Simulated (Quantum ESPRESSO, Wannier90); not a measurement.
## Wannierisation of GaP (wurtzite)

```
GaP
1.0
    3.84172     0.00000     0.00000
   -1.92086     3.32703     0.00000
    0.00000     0.00000     6.33293
Ga P
2 2
Direct
  0.66667   0.33333   0.50005
  0.33333   0.66667   0.00005
  0.66667   0.33333   0.87395
  0.33333   0.66667   0.37395
```

Cell from Materials Project (mp-8882), symmetrised, no further relaxation. Not found in the COD (Crystallography Open Database) copy used, which has the formula in other groups; not checked further. Level: LDA, no spin polarisation, no spin-orbit coupling; pw.x of Quantum ESPRESSO at 64 Ry with PseudoDojo potentials, 12×12×6 k-points, Wannier90. Density: 12×12×6 mesh, cold smearing 0.01 Ry.

Base run: 16 functions from bands 11-36 of the 36 computed, start hydrogen-like Ga: s;p; P: s;p, centres 0.05 Å off the atoms, frozen window up to 2.70 eV relative to the valence-band maximum, outer window open. One thing is changed at a time; window edges are relative to the valence-band maximum. The misfit compares interpolated bands with pw.x on a high-symmetry path, for states up to 2.2 eV relative to the valence-band maximum. Converged means that the tolerances were met: symmetric starts can stop on a saddle, which shows as a larger Ω_OD at equal Ω_I and can move the misfit too.

| setting | functions | frozen to (eV) | Ω_I (Å²) | Ω_D (Å²) | Ω_OD (Å²) | rms misfit (meV) | worst (meV) | ended |
|---|---|---|---|---|---|---|---|---|
| base | 16 | 2.70 | 25.80 | 0.11 | 3.31 | 1.4 | 15 | converged |

Q: Starting from this base row, predict which settings stop with an error, and how Ω_I and the misfit move in the others: frozen window to 4.70 eV; frozen window to 2.20 eV; frozen window to 3.70 eV.

A: 
```csv
setting,functions,frozen to (eV),Ω_I (Å²),Ω_D (Å²),Ω_OD (Å²),rms misfit (meV),worst (meV),ended
frozen window to 4.70 eV,16,4.70,31.42,0.18,4.58,1.3,7.0,converged
frozen window to 2.20 eV,16,2.20,24.74,0.10,3.22,13,251,converged
frozen window to 3.70 eV,16,3.70,28.29,0.14,3.63,1.4,7.5,converged
```
